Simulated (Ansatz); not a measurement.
Question: Each is relaxed and computed with r²SCAN in the plane-wave PAW code Ansatz. Which alone has a direct gap?
A. B6As, R-3m (B on 18h, B on 18h, As on 6c)
B. GaAs, P4_2/mnm (Ga on 4g, As on 4f)
C. MoS2, R3m (Mo on 3a, S on 3a, S on 3a)
D. InGaAs2, R3m (In on 3a, Ga on 3a, As on 3a, As on 3a)

Answer: D, InGaAs2, R3m (In on 3a, Ga on 3a, As on 3a, As on 3a). InGaAs2: gap 0.12 eV (direct); GaAs: gap 1.00 eV (indirect); MoS2: gap 1.15 eV (indirect); B6As: gap 2.88 eV (indirect). Typed or built starts, not in the databases checked: GaAs, P4_2/mnm (Ga on 4g, As on 4f). Not the usual ambient phase: GaAs, P4_2/mnm (Ga on 4g, As on 4f). Standing as an ambient phase not checked: InGaAs2, R3m (In on 3a, Ga on 3a, As on 3a, As on 3a); B6As, R-3m (B on 18h, B on 18h, As on 6c). Weakly bound layers, chains or molecules computed without a dispersion correction, so cells and soft constants are ill determined: MoS2, R3m (Mo on 3a, S on 3a, S on 3a). Perhaps ordered models of mixed-site phases: InGaAs2, R3m (In on 3a, Ga on 3a, As on 3a, As on 3a). All cells were relaxed under the symmetry of their starts (and spin orders); stability against distortions was not tested throughout. Rows with no word on spin ran without spin polarisation. Scalar-relativistic: spin–orbit coupling is off unless named, which matters more the heavier the elements.

Potentials: the later of the program's two PAW sets.
